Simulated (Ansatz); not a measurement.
Slab of rocksalt TiN (100), 3 layers

The slab is cut from the rocksalt crystal, which needn't be the stable phase, as relaxed on PAW files (9.08 Å³/atom), with 16 Å of vacuum and a dipole correction:

```yaml
crystal:
  lattice:
    - [2.95005, 0.00000, 0.00000]
    - [0.00000, 2.95005, 0.00000]
    - [0.00000, 0.00000, 20.17200]
  atoms:
    - { symbol: Ti, position: [0.25000, 0.25000, 0.39659] }
    - { symbol: N, position: [0.75000, 0.75000, 0.39659] }
    - { symbol: Ti, position: [0.75000, 0.75000, 0.50000] }
    - { symbol: N, position: [0.25000, 0.25000, 0.50000] }
    - { symbol: Ti, position: [0.25000, 0.25000, 0.60341] }
    - { symbol: N, position: [0.75000, 0.75000, 0.60341] }
```

All numbers are LDA results (scalar-relativistic) from Ansatz 0.2.0, with a Γ-centred 14×14×1 k mesh, Fermi–Dirac smearing of 0.1 eV, no spin polarisation. Methods: LAPW: all electrons, basis error target 1 meV/atom; PAW: frozen-core files, cutoff 420 eV.

The bulk energy comes from a cell in the slab's orientation on a 14×14×10 mesh. The surface energy is (E(slab) − N·E(bulk))/2A at zero smearing, the mean of both faces; thin slabs carry quantum-size effects.

The PAW files were made under PBE.

**Question.** As cut, the LAPW slab lies 2.211 eV above 6 atoms of bulk. What surface energy is that?

**Answer.** Over two faces of 8.70 Å² it is 127.0 meV/Å², and times 16.02 J/m² per eV/Å² that gives γ = 2.035 J/m².

**Question.** What do relaxation and the other method give, and what work function comes out?

**Answer.** 

```
method  γ as cut (J/m²)  γ relaxed (J/m²)  Φ as cut (eV)  Φ relaxed (eV)
  LAPW            2.035             1.692           3.15            3.19
   PAW            2.034             1.689           3.15            3.19
```

**Question.** How do the spacings between the planes relax?

**Answer.** From the bottom face up: d12 -1.5 % of 2.086 Å, d23 -1.5 % of 2.086 Å. The outer plane rumples by 0.187 Å.

**Question.** What changes if the vacuum is set to 9 Å?

**Answer.** LAPW then gives: no gap, work function 3.18 eV; PAW: no gap, work function 3.18 eV. The program warns that the vacuum is too thin.
